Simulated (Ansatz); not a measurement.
Relaxation of a generated cell, TiTe2 built in the cotunnite structure type; 12 atoms in the cell, which starts as Pnma (No. 62), oP12; a = 7.2698 Å, b = 4.3256 Å, c = 8.6291 Å, α = 90.00°, β = 90.00°, γ = 90.00°. Level of theory: PBE (plane waves to 420 eV, PAW, scalar-relativistic; Ansatz, a program for electronic structure). Γ-centred k-mesh 3×5×3 on the run's cell (coarser than for final values), Fermi–Dirac smearing 0.05 eV. This is the first round of the run. 

The optimiser's lines from the output (shortened; P is positive under compression):

```
relax step   1: F+E_penalty+E_count = -65842.05644131 eV  Δ(F+E_penalty+E_count) = +0.000e0 eV  max|allowed force component| = 1.022e0 eV/Å  Δτ_max = 0.0000 Å  P = +8.548 GPa  Ω = 271.355 Å³  (7 SCF iters, dr2 threshold 1.00e-7 eV, accepted)
relax step   2: F+E_penalty+E_count = -65843.24078423 eV  Δ(F+E_penalty+E_count) = -1.184e0 eV  max|allowed force component| = 2.902e-1 eV/Å  Δτ_max = 0.1299 Å  P = -0.831 GPa  Ω = 299.838 Å³  (7 SCF iters, dr2 threshold 1.20e-6 eV, accepted)
relax step   3: F+E_penalty+E_count = -65843.47859852 eV  Δ(F+E_penalty+E_count) = -2.378e-1 eV  max|allowed force component| = 1.339e-1 eV/Å  Δτ_max = 0.0611 Å  P = -0.471 GPa  Ω = 296.742 Å³  (6 SCF iters, dr2 threshold 1.20e-6 eV, accepted)
relax step   4: F+E_penalty+E_count = -65843.62460486 eV  Δ(F+E_penalty+E_count) = -1.460e-1 eV  max|allowed force component| = 1.302e-1 eV/Å  Δτ_max = 0.0359 Å  P = +0.053 GPa  Ω = 291.424 Å³  (7 SCF iters, dr2 threshold 1.20e-6 eV, accepted)
relax step   5: F+E_penalty+E_count = -65843.66308484 eV  Δ(F+E_penalty+E_count) = -3.848e-2 eV  max|allowed force component| = 5.422e-2 eV/Å  Δτ_max = 0.0496 Å  P = -0.470 GPa  Ω = 290.078 Å³  (6 SCF iters, dr2 threshold 1.06e-6 eV, accepted)
relax step   6: F+E_penalty+E_count = -65843.66960076 eV  Δ(F+E_penalty+E_count) = -6.516e-3 eV  max|allowed force component| = 2.759e-2 eV/Å  Δτ_max = 0.0159 Å  P = +0.048 GPa  Ω = 286.708 Å³  (6 SCF iters, dr2 threshold 9.71e-7 eV, accepted)
relax step   7: F+E_penalty+E_count = -65843.67064625 eV  Δ(F+E_penalty+E_count) = -1.045e-3 eV  max|allowed force component| = 2.008e-2 eV/Å  Δτ_max = 0.0069 Å  P = +0.023 GPa  Ω = 286.907 Å³  (6 SCF iters, dr2 threshold 9.76e-8 eV, accepted)
relax step   8: F+E_penalty+E_count = -65843.67079182 eV  Δ(F+E_penalty+E_count) = -1.456e-4 eV  max|allowed force component| = 1.479e-3 eV/Å  Δτ_max = 0.0030 Å  P = +0.003 GPa  Ω = 287.039 Å³  (6 SCF iters, dr2 threshold 2.52e-8 eV, accepted)
relax step   9: F+E_penalty+E_count = -65843.67823751 eV  Δ(F+E_penalty+E_count) = -7.446e-3 eV  max|allowed force component| = 1.883e-3 eV/Å  Δτ_max = 0.0000 Å  P = +0.057 GPa  Ω = 287.039 Å³  stress off target by 1.01e-1 GPa  SCF on the basis re-selected at this cell (its energy is not comparable with the rows above)  (7 SCF iters)
relax step  10: F+E_penalty+E_count = -65843.67835315 eV  Δ(F+E_penalty+E_count) = -1.156e-4 eV  max|allowed force component| = 2.028e-3 eV/Å  Δτ_max = 0.0013 Å  P = +0.007 GPa  Ω = 287.170 Å³  (6 SCF iters, dr2 threshold 2.57e-8 eV, accepted)
relax step  11: F+E_penalty+E_count = -65843.67837670 eV  Δ(F+E_penalty+E_count) = -2.355e-5 eV  max|allowed force component| = 2.026e-3 eV/Å  Δτ_max = 0.0000 Å  P = +0.007 GPa  Ω = 287.170 Å³  stress off target by 9.92e-3 GPa  SCF on the basis re-selected at this cell (its energy is not comparable with the rows above)  (9 SCF iters)
```

From the first to the last row the energy changes by -0.14 eV/atom and the volume by +5.8 %. The last row is marked as not comparable with the walk above it, whose basis was carried along; it does compare with step 1, since both stand on a basis selected at the nominal cutoff for their own cell.

Later rounds, restarted from the end of this one on a renewed k-mesh, logged 10 more steps and released under 0.01 eV/atom more. The final structure after all rounds: Pnma (No. 62), oP12, AFLOW prototype A2B_oP12_62_2c_c (C23, as in PbCl2); a = 7.808 Å, b = 3.914 Å, c = 9.384 Å, α = β = γ = 90.00°. Between re-selections the logged energies stand on a plane-wave basis carried along with the cell. No spin polarisation in the result.

The run could not lose the symmetry of its start: the end is stationary, and may be a saddle point rather than a minimum.

The relaxed structure here is a generated cell of TiTe2: the first start was made by placing the elements on the sites of a structure type, and the end was not matched to a known phase here, so it may be hypothetical. Known forms of TiTe2 include space group No. 164.
